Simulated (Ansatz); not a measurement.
Mg:
```cif
data_Mg
_chemical_formula_sum 'Mg1'
_space_group_name_H-M_alt 'P6/mmm'
_space_group_IT_number 191
_space_group_name_Hall '-P 6 2'
_cell_length_a 3.07275
_cell_length_b 3.07275
_cell_length_c 3.05716
_cell_angle_alpha 90.000
_cell_angle_beta 90.000
_cell_angle_gamma 120.000
loop_
_atom_site_label
_atom_site_type_symbol
_atom_site_symmetry_multiplicity
_atom_site_Wyckoff_symbol
_atom_site_fract_x
_atom_site_fract_y
_atom_site_fract_z
_atom_site_occupancy
Mg1 Mg 1 a 0.00000 0.00000 0.00000 1
```

Relaxed at zero pressure with plane-wave PAW PBEsol (Ansatz code).

**Question.** The volume is lowered by 3 % and shape and atoms relax at that volume. What pressure results, and how do the axes share the change?

**Answer.** 0.9 GPa; a -0.9 %, b -0.9 %, c -1.3 %; the energy rises by 2 meV/atom.

**Question.** Give the new structure.

**Answer.** 
Space group P6/mmm (No. 191); a = b = 3.0462 Å, c = 3.0174 Å, α = β = 90.00°, γ = 120.00°

```
atom  site  symmetry       x       y       z
----  ----  --------  ------  ------  ------
Mg      1a     6/mmm  0.0000  0.0000  0.0000
```

The phase is kept; no other phase was compared at this pressure.

The first step of the workflow began from a Materials Project structure, measured or hypothetical; the Crystallography Open Database copy checked does not list it. It is not the phase usual at ambient conditions (space group No. 194). The PBEsol relaxation kept the symmetry of its start. At this level the phase is mechanically unstable. Axis ratios of metals converge slowly with the k-mesh, so a and c are less sure than the volume.

Potentials: the later of the program's two PAW sets.
